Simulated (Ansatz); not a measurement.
Data:

NaH$_{4}$IO$_{2}$:
```
NaH4IO2
1.0
    5.71676     0.00000     0.00000
    1.16903    -6.73969     0.00000
   -2.87750     2.83659    -5.70762
Na H I O
2 8 2 4
Direct
  0.68227   0.52368   0.87102
  0.31773   0.47632   0.12898
  0.37511   0.86586   0.11054
  0.62489   0.13414   0.88946
  0.19006   0.71646   0.85839
  0.80994   0.28354   0.14161
  0.06314   0.86810   0.27244
  0.93686   0.13190   0.72756
  0.95408   0.73553   0.35299
  0.04592   0.26447   0.64701
  0.75373   0.77506   0.61760
  0.24627   0.22494   0.38240
  0.35558   0.71334   0.98292
  0.64442   0.28666   0.01708
  0.00416   0.71840   0.22606
  0.99584   0.28160   0.77394
```

This is the LDA-relaxed structure.

All from DFT-LDA in the program Ansatz with PAW potentials, unless another level is named. Estimate the Young's modulus.

17.9 GPa.

What about the highest zone-centre frequency (without LO–TO term)?

3410 cm⁻¹.

Space group P-1. The workflow started from a Materials Project entry (that database holds measured and hypothetical structures alike); the Crystallography Open Database files this formula in space group No. 2, but the cells were not matched. Whether it is the stable phase at ambient conditions was not checked. The LDA relaxation kept the symmetry of its start; of distortions, only those at the zone centre were tested. A crystal of weakly bound layers computed without a dispersion correction: the cell and the soft elastic constants depend strongly on that. Scalar-relativistic: spin–orbit coupling is off unless named, which matters more the heavier the elements.

Potentials: the later of the program's two PAW sets.
